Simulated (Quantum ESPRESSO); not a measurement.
## In2AlGaP4 (input and log of a self-consistent run)

Computed values, not a measurement. The program is pw.x of Quantum ESPRESSO 7.5 (plane-wave density functional theory). The cell is made up: 8 atoms on a zincblende/diamond lattice, with randomly drawn elements, strain and displacements, not relaxed. PseudoDojo standard norm-conserving files (v0.5 for PBE, v0.4.1 for LDA and PBEsol) set the functional; there is no spin polarisation, spin-orbit coupling or dispersion term, and the masses in the input are unused placeholders.

Input:

```
&control calculation='scf', pseudo_dir='./dojo.nc.sr.pbe.v0_5.standard.upf', outdir='./o', disk_io='medium', tprnfor=.true., tstress=.true. /
&system ibrav=0, nat=8, ntyp=4, nbnd=37, ecutwfc=79.96652505, nosym=.true., tot_charge=0,
 occupations='smearing', smearing='fd', degauss=0.0018374661
/
&electrons conv_thr=7.350e-09, electron_maxstep=60, /
ATOMIC_SPECIES
Al 1.0 Al.upf
Ga 1.0 Ga.upf
In 1.0 In.upf
P 1.0 P.upf
CELL_PARAMETERS angstrom
5.667 -0.0259 0.0617
-0.0259 5.7685 0.0152
0.0617 0.0152 5.7462
ATOMIC_POSITIONS angstrom
In 0.0451 -0.0231 -0.0223
Al 0.0271 2.9005 2.8983
Ga 2.8526 -0.0099 2.885
In 2.7897 2.8747 0.0611
P 1.4996 1.4161 1.4599
P 1.4587 4.3287 4.2663
P 4.2953 1.4164 4.3862
P 4.2168 4.3106 1.4501
K_POINTS automatic
4 4 4 1 1 1
```

The log is shortened where brackets say so; the opening notice, blank lines, dates and the lines on written files are dropped, and the path of the files is cut. It prints rydbergs, bohrs and kilobars, and counts compression as positive stress.

```
     Program PWSCF v.7.5
     Parallel version (MPI & OpenMP), running on       1 processor cores
     Number of MPI processes:                 1
     Threads/MPI process:                     1
     [start-up lines left out]
     bravais-lattice index     =            0
     lattice parameter (alat)  =      10.7098  a.u.
     unit-cell volume          =    1267.4494 (a.u.)^3
     number of atoms/cell      =            8
     number of atomic types    =            4
     number of electrons       =        62.00
     number of Kohn-Sham states=           37
     kinetic-energy cutoff     =      79.9665  Ry
     charge density cutoff     =     319.8661  Ry
     scf convergence threshold =      7.3E-09
     mixing beta               =       0.7000
     number of iterations used =            8  plain     mixing
     Exchange-correlation= PBE
                           (   1   4   3   4   0   0   0)
     [axes and pseudopotential details left out]
   Cartesian axes
     site n.     atom                  positions (alat units)
         1        In     tau(   1) = (   0.0079578  -0.0040759  -0.0039348  )
         2        Al     tau(   2) = (   0.0047817   0.5117872   0.5113990  )
         3        Ga     tau(   3) = (   0.5033353  -0.0017468   0.5090522  )
         4        In     tau(   4) = (   0.4922367   0.5072348   0.0107810  )
         5        P      tau(   5) = (   0.2646013   0.2498679   0.2575963  )
         6        P      tau(   6) = (   0.2573846   0.7637901   0.7527797  )
         7        P      tau(   7) = (   0.7578967   0.2499208   0.7739358  )
         8        P      tau(   8) = (   0.7440455   0.7605964   0.2558671  )
     number of k points=    32  Fermi-Dirac smearing, width (Ry)=  0.0018
                       cart. coord. in units 2pi/alat
        k(    1) = (   0.1242469   0.1230465   0.1216261), wk =   0.0625000
        k(    2) = (   0.1215589   0.1223846   0.3682282), wk =   0.0625000
     [further k points left out]
     Dense  grid:   122371 G-vectors     FFT dimensions: (  64,  64,  64)
     Estimated max dynamical RAM per process >     162.99 MB
     Initial potential from superposition of free atoms
     starting charge      61.9865, renormalised to      62.0000
     Starting wfcs are   47 randomized atomic wfcs
     total cpu time spent up to now is       10.4 secs
     per-process dynamical memory:    95.8 Mb
     Self-consistent Calculation
     iteration #  1     ecut=    79.97 Ry     beta= 0.70
     Davidson diagonalization with overlap
     ethr =  1.00E-02,  avg # of iterations =  4.0
     Threshold (ethr) on eigenvalues was too large:
     Diagonalizing with lowered threshold
     Davidson diagonalization with overlap
     ethr =  5.88E-04,  avg # of iterations =  2.0
     total cpu time spent up to now is       52.0 secs
     total energy              =    -478.84868232 Ry
     estimated scf accuracy    <       0.37458590 Ry
     iteration #  2     ecut=    79.97 Ry     beta= 0.70
     Davidson diagonalization with overlap
     ethr =  6.04E-04,  avg # of iterations =  2.1
     total cpu time spent up to now is       74.3 secs
     total energy              =    -478.94817602 Ry
     estimated scf accuracy    <       0.08580109 Ry
     iteration #  3     ecut=    79.97 Ry     beta= 0.70
     Davidson diagonalization with overlap
     ethr =  1.38E-04,  avg # of iterations =  3.0
     total cpu time spent up to now is       99.0 secs
     total energy              =    -478.96260136 Ry
     estimated scf accuracy    <       0.00289101 Ry
     iteration #  4     ecut=    79.97 Ry     beta= 0.70
     Davidson diagonalization with overlap
     ethr =  4.66E-06,  avg # of iterations =  9.8
     total cpu time spent up to now is      138.4 secs
     total energy              =    -478.96331497 Ry
     estimated scf accuracy    <       0.00165265 Ry
     iteration #  5     ecut=    79.97 Ry     beta= 0.70
     Davidson diagonalization with overlap
     ethr =  2.67E-06,  avg # of iterations =  2.0
     total cpu time spent up to now is      160.9 secs
     total energy              =    -478.96349212 Ry
     estimated scf accuracy    <       0.00021071 Ry
     iteration #  6     ecut=    79.97 Ry     beta= 0.70
     Davidson diagonalization with overlap
     ethr =  3.40E-07,  avg # of iterations =  2.4
     total cpu time spent up to now is      185.9 secs
     total energy              =    -478.96353424 Ry
     estimated scf accuracy    <       0.00000870 Ry
     iteration #  7     ecut=    79.97 Ry     beta= 0.70
     Davidson diagonalization with overlap
     ethr =  1.40E-08,  avg # of iterations =  5.1
     total cpu time spent up to now is      214.3 secs
     total energy              =    -478.96354003 Ry
     estimated scf accuracy    <       0.00000290 Ry
     iteration #  8     ecut=    79.97 Ry     beta= 0.70
     Davidson diagonalization with overlap
     ethr =  4.69E-09,  avg # of iterations =  2.0
     total cpu time spent up to now is      235.0 secs
     total energy              =    -478.96354063 Ry
     estimated scf accuracy    <       0.00000010 Ry
     iteration #  9     ecut=    79.97 Ry     beta= 0.70
     Davidson diagonalization with overlap
     ethr =  1.60E-10,  avg # of iterations =  5.0
     total cpu time spent up to now is      263.6 secs
     total energy              =    -478.96354069 Ry
     estimated scf accuracy    <       0.00000010 Ry
     iteration # 10     ecut=    79.97 Ry     beta= 0.70
     Davidson diagonalization with overlap
     ethr =  1.60E-10,  avg # of iterations =  2.0
     total cpu time spent up to now is      283.3 secs
     End of self-consistent calculation
     [lines on levels left out]
!    total energy              =    -478.96354070 Ry
     estimated scf accuracy    <          6.1E-09 Ry
     smearing contrib. (-TS)   =      -0.00000000 Ry
     internal energy E=F+TS    =    -478.96354070 Ry
     The total energy is F=E-TS. E is the sum of the following terms:
     one-electron contribution =    -206.44352337 Ry
     hartree contribution      =     143.40654621 Ry
     xc contribution           =    -140.65085435 Ry
     ewald contribution        =    -275.27570920 Ry
     convergence has been achieved in  10 iterations
     Forces acting on atoms (cartesian axes, Ry/au):
     atom    1 type  3   force =    -0.00013298    0.01353480    0.00388590
     atom    2 type  1   force =    -0.00873765   -0.00887995   -0.01390083
     atom    3 type  2   force =     0.01998343    0.00451192   -0.00000976
     atom    4 type  3   force =     0.01337308    0.01215934   -0.03119014
     atom    5 type  4   force =    -0.04313489   -0.00982016    0.06677941
     atom    6 type  4   force =    -0.00109191   -0.01355106   -0.03839232
     atom    7 type  4   force =     0.00218826    0.00543304   -0.06097557
     atom    8 type  4   force =     0.01755266   -0.00338792    0.07380330
     Total force =     0.140926     Total SCF correction =     0.000319
     Computing stress (Cartesian axis) and pressure
          total   stress  (Ry/bohr**3)                   (kbar)     P=       12.00
   0.00011629   0.00008812  -0.00010863           17.11       12.96      -15.98
   0.00008812   0.00006377  -0.00005132           12.96        9.38       -7.55
  -0.00010863  -0.00005132   0.00006467          -15.98       -7.55        9.51
     init_run     :      9.05s CPU     10.36s WALL (       1 calls)
     electrons    :    254.11s CPU    272.89s WALL (       1 calls)
     forces       :      3.55s CPU      3.62s WALL (       1 calls)
     stress       :     13.41s CPU     14.07s WALL (       1 calls)
     [timing details left out]
     PWSCF        :   4m40.30s CPU   5m 2.00s WALL
     JOB DONE.
```

In other units: free energy -6516.631 eV for the cell, pressure 1.20 GPa, largest force component 1.898 eV/Å. A rerun of the same cell at another strain at 1377 eV and a 6 x 6 x 6 mesh moved values by no more than 0.008 eV in energy, 0.02 GPa in stress and 0.002 eV/Å in force.